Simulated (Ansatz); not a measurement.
Ga2PN in space group P3m1 (No. 156; Ga on 1a, Ga on 1c, P on 1a, N on 1c) at seven volumes, plane-wave PAW PBE (Ansatz code), shape and atoms relaxed at each. One row is withheld.

```
V (Å³/atom)  P (GPa)
-----------  -------
14.676             ?
15.160          7.10
15.644          3.26
16.127          0.00
16.611         -2.76
17.095         -5.10
17.579         -7.07
```

Fit the shown pressures and predict the withheld one.

Third-order Birch–Murnaghan: P = (3/2)B₀(x^(7/2) − x^(5/2))[1 + (3/4)(B′ − 4)(x − 1)] with x = (V₀/V)^(2/3). Least squares on the six rows gives V₀ = 16.127 Å³/atom, B₀ = 99.78 GPa, B′ = 4.55. At V = 14.676, x = 1.0649 and P = 11.67 GPa. The run itself gave 11.62 GPa.

The start of the workflow was typed in or built on a structure type; neither database checked (COD, Materials Project) lists it. Its standing as an ambient phase is unchecked. Symmetry was held in the PBE relaxation; whether a distortion lowers the energy is not shown.

Potentials: the later of the program's two PAW sets.
